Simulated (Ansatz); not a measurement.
Theory: DFT PBE, scalar-relativistic, plane waves, PAW (Ansatz). All cells share a 420 eV cutoff and Γ-centred k meshes spaced at most about 0.3 Å⁻¹ (2π included). No spin polarisation in the final relaxations.

Temperature and zero-point effects are left out.

Two relaxed structures of Al₃Ga₂As₅:

A.

```
Al Ga As
1.0
    -2.02762    2.02762   14.33887
     2.02762   -2.02762   14.33887
     2.02762    2.02762  -14.33887
Al Ga As
3 2 5
Direct
  0.00000 0.00000 0.00000
  0.59981 0.59981 0.00000
  0.40019 0.40019 0.00000
  0.19987 0.19987 0.00000
  0.80013 0.80013 0.00000
  0.64953 0.14953 0.50000
  0.25000 0.75000 0.50000
  0.85047 0.35047 0.50000
  0.45009 0.95009 0.50000
  0.04991 0.54991 0.50000
```

B.

```
Al Ga As
1.0
    -2.02811   10.14163    2.86676
     2.02811  -10.14163    2.86676
     2.02811   10.14163   -2.86676
Al Ga As
3 2 5
Direct
  0.00013 0.00013 0.00000
  0.79972 0.99983 0.79988
  0.19995 0.99983 0.20012
  0.60006 0.00006 0.59999
  0.40007 0.00006 0.40001
  0.34848 0.24840 0.10007
  0.75147 0.25147 0.50000
  0.14833 0.24840 0.89993
  0.55065 0.25090 0.29975
  0.95114 0.25090 0.70025
```

Task: Which placement of the atoms is lower in energy, and by how much?

Result: They are level within the accuracy (2 meV/atom apart, with A the lower in these runs). The two share one framework of sites and differ in which element sits where. A has Al and Ga ordered on zinc blende sites, space group I-4m2 (No. 119), 23.6 Å³/atom and a gap of 1.04 eV on its mesh; B has Al and Ga ordered on zinc blende sites, space group Imm2 (No. 44), 23.6 Å³/atom and a gap of 1.08 eV. Counting As atoms around Al and Ga (those within 1.25 times the shortest such distance or 1.15 times the sum of covalent radii, 1.27 where that leaves under three), A and B both have Al 4, Ga 4. In A, Al on a site of symmetry -4m2 is surrounded by 4 As at 2.48 Å; Ga has 4 As at 2.49 Å; As on a site of symmetry 2mm has 2 Al at 2.48 Å and 2 Ga at 2.49 Å; 3 more sites not described. In B, Al on a site of symmetry mm2 is surrounded by 4 As at 2.48 Å; Ga is surrounded by 4 As at 2.49 Å; around As on a site of symmetry m lie 2 Al at 2.48 Å and 2 Ga at 2.49 Å; 3 more sites not described. Both come from invented guesses.

Kohn–Sham gaps at this level usually fall short of measured ones. With atoms moved at random, I-4m2 came back. Other cells relaxed within their symmetry can be saddle points.
